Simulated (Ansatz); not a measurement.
The slice is one period of a {110} plane through atoms; its size isn't given.

Calculation: PBE (plane waves to 420 eV, PAW, scalar-relativistic; Ansatz, an electronic-structure program). Inside the PAW spheres the values are not all-electron values, and peaks at nuclei hang on which shells count as valence.

```
|%%@@%%%%##++==--::............::--==++##%%%%@@|
|@@%%%%##**++==--::....    ....::--==++**##%%%%|
|%%%%####++==--::....        ....::--==++####%%|
|####**++++==--::....        ....::--==++++**##|
|++++++====--::....            ....::--====++++|
|======----::....                ....::----====|
|--------::::....                ....::::------|
|------::::....                    ....::::----|
|====----::::....                ....::::----==|
|****++==----::..                ..::----==++**|
|%%####**++==--::..            ..::--==++**####|
|@@@@%%%%##++==::....        ....::==++##%%%%@@|
|@@@@@@@@%%**++--::..        ..::--++**%%@@@@@@|
|@@@@@@@@@@##++--::....    ....::--++##@@@@@@@@|
|@@@@@@@@@@%%**==::............::==**%%@@@@@@@@|
|%%@@@@@@@@%%**==::............::==**%%@@@@@@@@|
|@@@@@@@@@@%%**==::............::==**%%@@@@@@@@|
|@@@@@@@@@@##++--::....    ....::--++##@@@@@@@@|
|@@@@@@@@%%**++--::..        ..::--++**%%@@@@@@|
|@@@@%%%%##++==::....        ....::==++##%%%%@@|
|%%####**++==--::..            ..::--==++**####|
|****++==----::..                ..::----==++**|
|====----::::....                ....::::----==|
|------::::....                    ....::::----|
|--------::::....                ....::::------|
|======----::....                ....::----====|
|++++++====--::....            ....::--====++++|
|####**++++==--::....        ....::--==++++**##|
|%%%%####++==--::....        ....::--==++####%%|
|@@%%%%##**++==--::....    ....::--==++**##%%%%|
|%%@@%%%%##++==--::............::--==++##%%%%@@|
|%%%%@@%%##**==--::............::--==**##%%@@%%|
```
Scale: ten equal steps from -0.80 (start of ' ') to 0.68 (end of '@'), in the order ' .:-=+*#%@'. Values: log₁₀ of the valence density in e/Å³. The map has 23 points along u (two characters each, u = 0 at the left) and 32 along v (v = 0 in the bottom row). The scale is logarithmic, as a density can span decades between atoms and voids.

```
|xxxxxx##@@@@%%**==::........::==**%%@@@@##xxxx|
|xxxxxx%%@@@@%%**--::........::--**%%@@@@%%xxxx|
|##%%@@@@@@@@##++--............--++##@@@@@@@@%%|
|@@@@@@@@@@%%**==::....    ....::==**%%@@@@@@@@|
|@@@@@@@@%%**++--::....    ....::--++**%%@@@@@@|
|%%####**++==--::......    ......::--==++**##%%|
|------::::::........        ........::::::----|
|                                              |
|                                              |
|====--::..                            ..::--==|
|######**++--..                    ..--++**####|
|%%@@@@@@%%**::                    ::**%%@@@@@@|
|####@@@@@@%%==..                ..==%%@@@@@@##|
|xxxxxx@@@@%%**::                ::**%%@@@@xxxx|
|xxxxxx%%@@@@**::                ::**@@@@%%xxxx|
|xxxxxx##@@@@**::                ::**@@@@##xxxx|
|xxxxxx%%@@@@**::                ::**@@@@%%xxxx|
|xxxxxx@@@@%%**::                ::**%%@@@@xxxx|
|####@@@@@@%%==..                ..==%%@@@@@@##|
|%%@@@@@@%%**::                    ::**%%@@@@@@|
|######**++--..                    ..--++**####|
|====--::..                            ..::--==|
|                                              |
|                                              |
|------::::::........        ........::::::----|
|%%%%##**++==--::......    ......::--==++**####|
|@@@@@@@@%%**++--::....    ....::--++**%%@@@@@@|
|@@@@@@@@@@%%**==::....    ....::==**%%@@@@@@@@|
|##%%@@@@@@@@##++--............--++##@@@@@@@@%%|
|xxxxxx%%@@@@%%**--::........::--**%%@@@@%%xxxx|
|xxxxxx##@@@@%%**==::........::==**%%@@@@##xxxx|
|xxxxxx##@@@@@@**==::........::==**@@@@@@##xxxx|
```
Scale: ten equal steps from 0.15 (start of ' ') to 0.80 (end of '@'), in the order ' .:-=+*#%@'. Values: electron localisation function (ELF). The map has 23 points along u (two characters each, u = 0 at the left) and 32 along v (v = 0 in the bottom row). Points within 0.4 Å of a nucleus are blanked (x), as the pseudised field means little there.

**Question.** Which relaxed crystal do these maps come from?
A) TaN (rock salt)
B) MgO (rock salt)
C) CdO (rock salt)

**Answer.** A, TaN (rock salt). Atoms on the slice: N at (0.00, 0.00); Ta at (0.00, 0.50)

All were relaxed with their symmetry unable to fall. Spin-orbit coupling is left out. TaN is run without spin polarisation. The PAW data are Ansatz's earlier set. This is a high-temperature form of TaN.
